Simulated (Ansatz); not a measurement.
SbSBr:
```cif
data_Br4S4Sb4
_chemical_formula_sum 'Sb4 S4 Br4'
_space_group_name_H-M_alt 'Pnma'
_space_group_IT_number 62
_space_group_name_Hall '-P 2ac 2n'
_cell_length_a 7.98601
_cell_length_b 3.88220
_cell_length_c 9.58272
_cell_angle_alpha 90.000
_cell_angle_beta 90.000
_cell_angle_gamma 90.000
loop_
_atom_site_label
_atom_site_type_symbol
_atom_site_symmetry_multiplicity
_atom_site_Wyckoff_symbol
_atom_site_fract_x
_atom_site_fract_y
_atom_site_fract_z
_atom_site_occupancy
Sb1 Sb 4 c 0.12952 0.25000 0.86665 1
S1 S 4 c 0.16695 0.75000 0.04945 1
Br1 Br 4 c 0.01643 0.25000 0.32543 1
```

Relaxed with LDA.

Q: Which orbitals make up the states near the band edges in plane-wave PAW LDA (Ansatz code)?

A: Top 1 eV of the valence band: S 3p 40 %, Br 4p 40 %, Sb 5s 11 %, Sb 5p 7 %. Bottom 1 eV of the conduction band: Sb 5p 60 %, S 3p 16 %, Br 4p 11 %. Projections are on Löwdin-orthogonalised atomic valence shells; empty p or d shells of many metals are not among them.

Q: Tabulate the density of states.

A: States/eV per cell of 12 atoms, in 0.25 eV bins, energy from the valence-band maximum.

| E (eV) | total | Br 4p | S 3p | Sb 5p |
|---|---|---|---|---|
| -7.87 | 1.73 | 0.09 | 0.24 | 0.04 |
| -7.62 | 2.65 | 0.18 | 0.33 | 0.10 |
| -7.37 | 3.08 | 0.23 | 0.36 | 0.13 |
| -7.12 | 2.56 | 0.20 | 0.29 | 0.10 |
| -6.87 | 1.19 | 0.10 | 0.13 | 0.04 |
| -6.62 | 0.03 | 0.00 | 0.00 | 0.00 |
| -6.37 | 0.00 | 0.00 | 0.00 | 0.00 |
| -6.12 | 0.00 | 0.00 | 0.00 | 0.00 |
| -5.87 | 0.00 | 0.00 | 0.00 | 0.00 |
| -5.62 | 0.00 | 0.00 | 0.00 | 0.00 |
| -5.37 | 0.00 | 0.00 | 0.00 | 0.00 |
| -5.12 | 6.48 | 1.45 | 2.49 | 2.26 |
| -4.87 | 7.38 | 1.78 | 2.82 | 2.48 |
| -4.62 | 9.52 | 2.08 | 3.92 | 3.02 |
| -4.37 | 3.61 | 0.74 | 1.58 | 1.09 |
| -4.12 | 6.42 | 2.15 | 2.13 | 1.87 |
| -3.87 | 7.07 | 2.30 | 2.48 | 1.96 |
| -3.62 | 9.01 | 3.48 | 2.79 | 2.32 |
| -3.37 | 7.95 | 3.15 | 2.50 | 1.92 |
| -3.12 | 7.09 | 3.05 | 2.10 | 1.59 |
| -2.87 | 8.56 | 3.86 | 2.37 | 1.77 |
| -2.62 | 10.62 | 4.72 | 3.09 | 2.11 |
| -2.37 | 8.08 | 4.40 | 1.96 | 1.27 |
| -2.12 | 11.07 | 6.53 | 2.65 | 1.31 |
| -1.87 | 11.10 | 6.10 | 3.45 | 1.01 |
| -1.62 | 14.92 | 8.11 | 4.99 | 1.18 |
| -1.37 | 14.94 | 8.20 | 5.20 | 0.92 |
| -1.12 | 15.25 | 7.93 | 5.82 | 0.78 |
| -0.87 | 9.98 | 4.28 | 4.29 | 0.56 |
| -0.62 | 8.71 | 3.92 | 3.07 | 0.57 |
| -0.37 | 11.77 | 4.38 | 4.60 | 0.98 |
| -0.12 | 2.47 | 0.49 | 1.25 | 0.32 |
| 0.13 | 0.00 | 0.00 | 0.00 | 0.00 |
| 0.38 | 0.00 | 0.00 | 0.00 | 0.00 |
| 0.63 | 0.00 | 0.00 | 0.00 | 0.00 |
| 0.88 | 0.00 | 0.00 | 0.00 | 0.00 |
| 1.13 | 0.00 | 0.00 | 0.00 | 0.00 |
| 1.38 | 0.00 | 0.00 | 0.00 | 0.00 |
| 1.63 | 0.86 | 0.11 | 0.05 | 0.55 |
| 1.88 | 3.23 | 0.36 | 0.39 | 1.98 |
| 2.13 | 4.42 | 0.46 | 0.79 | 2.59 |
| 2.38 | 7.45 | 0.80 | 1.35 | 4.38 |
| 2.63 | 8.42 | 1.03 | 1.46 | 5.01 |
| 2.88 | 9.75 | 1.19 | 1.86 | 5.65 |
| 3.13 | 9.66 | 1.21 | 1.95 | 5.42 |
| 3.38 | 9.47 | 1.06 | 2.24 | 5.16 |
| 3.63 | 9.88 | 0.82 | 2.65 | 5.30 |
| 3.88 | 6.74 | 0.57 | 1.75 | 3.71 |
| 4.13 | 6.82 | 0.56 | 1.78 | 3.60 |
| 4.38 | 8.55 | 0.65 | 2.29 | 4.34 |
| 4.63 | 6.24 | 0.46 | 1.70 | 3.17 |
| 4.88 | 3.24 | 0.23 | 0.91 | 1.64 |
| 5.13 | 1.27 | 0.08 | 0.38 | 0.64 |
| 5.38 | 0.19 | 0.00 | 0.01 | 0.01 |
| 5.63 | 0.79 | 0.00 | 0.04 | 0.04 |
| 5.88 | 2.09 | 0.01 | 0.07 | 0.07 |
| 6.13 | 3.82 | 0.03 | 0.12 | 0.12 |

The first step of the workflow began from a Materials Project structure, measured or hypothetical; the Crystallography Open Database files this formula in space group No. 62, but the cells were not matched. Whether it is the stable phase at ambient conditions was not checked. Symmetry was held in the LDA relaxation; its stability against distortions is not shown here. A crystal of weakly bound chains computed without a dispersion correction: the cell and the soft elastic constants depend strongly on that. Spin–orbit coupling is left out wherever it is not named.

Potentials: the later of the program's two PAW sets.
